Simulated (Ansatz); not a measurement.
ScAl3 in space group I4/mmm (No. 139; Sc on 2a, Al on 4d, Al on 2b) under volume change, the program Ansatz at the PBEsol level (PAW), shape and atoms relaxed at each volume.

```json
[
 {"V (Å³/atom)": "15.836", "E − E(relaxed) (meV/atom)": "44.9", "P (GPa)": "9.94"},
 {"V (Å³/atom)": "16.358", "E − E(relaxed) (meV/atom)": "18.9", "P (GPa)": "6.11"},
 {"V (Å³/atom)": "16.880", "E − E(relaxed) (meV/atom)": "4.5", "P (GPa)": "2.82"},
 {"V (Å³/atom)": "17.402", "E − E(relaxed) (meV/atom)": "0.0", "P (GPa)": "0.00"},
 {"V (Å³/atom)": "17.924", "E − E(relaxed) (meV/atom)": "4.1", "P (GPa)": "-2.43"},
 {"V (Å³/atom)": "18.446", "E − E(relaxed) (meV/atom)": "15.4", "P (GPa)": "-4.51"},
 {"V (Å³/atom)": "18.968", "E − E(relaxed) (meV/atom)": "33.1", "P (GPa)": "-6.30"}
]
```

Q: What does a third-order Birch–Murnaghan fit give for V₀, B₀ and B′?

A: V₀ = 17.40 Å³/atom, B₀ = 87.1 GPa, B′ = 4.1.

The workflow started from a Materials Project entry (that database holds measured and hypothetical structures alike); the Crystallography Open Database copy checked does not list it. Whether it is the stable phase at ambient conditions was not checked. The PBEsol relaxation kept the symmetry of its start; whether a distortion lowers the energy is not shown. The run is not spin-polarised.

Potentials: the later of the program's two PAW sets.
